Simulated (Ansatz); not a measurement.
The relaxed structure here is a generated cell of Cu2O: the first start was made by a random draw of sites in a space group, and the end was not matched to a known phase here, so it may be hypothetical. Known forms of Cu2O include space group No. 224.

A relaxed structure of Cu$_{2}$O. Space group Pmma (No. 51). All values below come from PBE (plane waves to 420 eV, PAW, scalar-relativistic; Ansatz, a quantum-chemistry and plane-wave program).

```xyz
6
Lattice="5.4484 0.0000 0.0000 0.0000 3.0086 0.0000 0.0000 0.0000 4.3073" Properties=species:S:1:pos:R:3 pbc="T T T"
Cu     4.0863     1.5043     1.7265
Cu     1.3621     1.5043     2.5808
Cu     2.7242     0.0000     0.0000
Cu     0.0000     0.0000     0.0000
O      4.0863     0.0000     3.0322
O      1.3621     0.0000     1.2752
```

```yaml
volume_per_atom: 11.77 Å³
band_gap: no gap (metallic)
shortest_distances: Cu–O 1.87 Å; Cu–Cu 2.66 Å; O–O 3.01 Å
k-mesh: 9×15×11
```

Band energies at high-symmetry points (eV from the Fermi level; labels of this space group; no spin-orbit coupling), from −5 eV up to 1.9 eV:

| point | energies |
|---|---|
| Γ | -4.83 -4.51 -4.30 -3.68 -3.53 -3.06 -3.00 -2.79 -2.66 -2.40 -2.09 -2.02 -2.02 -2.00 -1.92 -1.87 -1.66 -1.65 -1.64 -1.47 -0.76 -0.69 -0.06 0.12 |
| X | -4.60 -4.60 -4.35 -4.35 -3.30 -3.30 -2.79 -2.79 -2.54 -2.54 -2.31 -2.31 -2.11 -2.11 -1.83 -1.83 -1.77 -1.77 -1.19 -1.19 -0.26 -0.26 0.74 0.74 |
| S | -3.51 -3.51 -3.48 -3.48 -2.49 -2.49 -2.26 -2.26 -2.12 -2.12 -2.05 -2.05 -1.80 -1.80 -1.76 -1.76 -1.44 -1.44 -0.18 -0.18 1.62 1.62 |
| Y | -4.05 -3.85 -3.54 -3.39 -3.23 -2.82 -2.61 -2.52 -2.13 -2.09 -2.03 -1.98 -1.94 -1.89 -1.74 -1.61 -1.52 -1.51 -0.94 -0.21 0.01 1.30 1.51 |
| Z | -4.97 -4.44 -4.37 -3.68 -3.29 -3.22 -2.87 -2.85 -2.84 -2.74 -2.39 -2.23 -2.05 -1.98 -1.87 -1.85 -1.65 -1.65 -1.32 -0.44 -0.30 0.09 0.13 |
| U | -4.71 -4.71 -4.06 -4.06 -3.05 -3.05 -2.81 -2.81 -2.67 -2.67 -2.31 -2.31 -2.03 -2.03 -1.69 -1.69 -1.67 -1.67 -1.38 -1.38 -0.10 -0.10 1.61 1.61 |
| R | -4.86 -4.86 -3.49 -3.49 -3.39 -3.39 -2.79 -2.79 -2.73 -2.73 -2.28 -2.28 -1.85 -1.85 -1.72 -1.72 -1.55 -1.55 -1.51 -1.51 -0.83 -0.83 1.33 1.33 |
| T | -3.99 -3.86 -3.15 -2.87 -2.84 -2.72 -2.57 -2.42 -2.23 -2.09 -1.91 -1.85 -1.76 -1.70 -1.69 -1.50 -1.45 -1.29 -1.12 -0.67 0.36 |

No spin polarisation in the result. No Hubbard U is applied.

The run could not lose the symmetry of its start: the end is stationary, and may be a saddle point rather than a minimum.
